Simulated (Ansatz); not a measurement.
Ir (fcc (Cu type), space group No. 225) at seven volumes, PBE (plane waves, PAW; program Ansatz), scaled uniformly. One row is withheld.

| V (Å³/atom) | P (GPa) |
|---|---|
| 13.189 | 41.70 |
| 13.624 | 25.21 |
| 14.059 | 11.46 |
| 14.493 | 0.00 |
| 14.928 | ? |
| 15.363 | -17.47 |
| 15.798 | -24.04 |

### Question
Fit the shown pressures and predict the withheld one.

### Answer
P = (3/2)B₀(x^(7/2) − x^(5/2))[1 + (3/4)(B′ − 4)(x − 1)] with x = (V₀/V)^(2/3). Least squares on the six rows gives V₀ = 14.494 Å³/atom, B₀ = 348 GPa, B′ = 5.09. At V = 14.928, x = 0.9805 and P = -9.53 GPa. The run itself gave -9.54 GPa.

Space group Fm-3m (fcc (Cu type)). Symmetry was held in the PBE relaxation. The run is not spin-polarised. Scalar-relativistic: spin–orbit coupling is off unless named, which matters more the heavier the elements.

Potentials: the earlier of the program's two PAW sets.
